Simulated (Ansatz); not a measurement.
```
CELL_PARAMETERS angstrom
0.00000 2.00500 2.00500
2.00500 0.00000 2.00500
2.00500 2.00500 0.00000
ATOMIC_POSITIONS crystal
Li 0.00000 0.00000 0.00000
F 0.50000 0.50000 0.50000
```

- orbitals: PBE
- datasets: hard PAW set made for 700 eV
- k mesh: 4×4×4
- empty bands: 76
- response cutoff: 113.3 eV
- wave cutoff: 700 eV
- frequencies: plasmon pole, fitted at the program's default frequency
- q → 0 term: analytic weight of Carrier, Rohra and Görling
- points solved: Γ, L, X
- band sums: cut at the band count

Program: Ansatz. The Kohn-Sham gap (direct at Γ) is 9.19 eV and the electronic dielectric constant on this mesh 2.0.

Question: By how much does G0W0 change the gap?

Answer: By +4.17 eV, to 13.36 eV. The valence edge moves by -2.60 eV (Z = 0.83) and the conduction edge by +1.57 eV (Z = 0.89).

The mesh is coarse, so these are values at the stated settings, not converged ones. Band sums or response are cut, so the gap isn't at its basis limit.
